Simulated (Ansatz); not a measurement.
Here is an unrelaxed guess for Pb4O.

Space group P4/mmm (No. 123). a = 4.255 Å, b = 4.255 Å, c = 6.018 Å, α = 90.00°, β = 90.00°, γ = 90.00°
| atom | site | symmetry | x | y | z |
| --- | --- | --- | --- | --- | --- |
| Pb | 4i | 2mm. | 0.5000 | 0.0000 | 0.2500 |
| O | 1a | 4/mmm | 0.0000 | 0.0000 | 0.0000 |

Theory: DFT PBE, scalar-relativistic, plane waves, PAW in Ansatz 0.2.0. Plane waves to 420 eV, a k mesh through Γ of 4×4×4 on the computed 5-atom cell and Gaussian smearing (0.10 eV); no spin polarisation.

Formation energies are uncorrected and refer to the elements' standard structures at the same level (O₂ as a molecule).

Task: What does a single point on this coarse mesh give?

Result: The pressure is 20.6 GPa (the mean over three directions, positive in compression), the largest force is 0.32 eV/Å, and the energy is +0.37 eV/atom against the elements. The shortest distance is 2.61 Å.

Task: Is it a good guess?

Result: A rough one: relaxing gains about 0.30 eV/atom (the start's value is from the coarse mesh, so the gain is rough) in 13 ionic steps and ends at +0.07 eV/atom on the finer mesh. The symmetry stays P4/mmm (No. 123). The volume per atom grows by 28.9 %, from 21.8 to 28.1 Å³. The shortest distance goes from 2.61 Å (Pb–O) to 2.81 Å (Pb–O). Conventional cell: a = 4.658 Å, c = 6.471 Å. Pb has 2 O at 2.81 Å and 6 Pb at 3.15–3.32 Å; around O lie 8 Pb at 2.81 Å.

The last run used an 8×8×6 mesh (in the run's order of axes) for its 5-atom cell and Gaussian smearing of 0.10 eV. Spin–orbit coupling, which can matter for Pb, is left out. The relaxation can't lower the symmetry of the start, and the grade says only how near the guess is to its own end. A structure relaxed within its symmetry needn't be a true minimum.
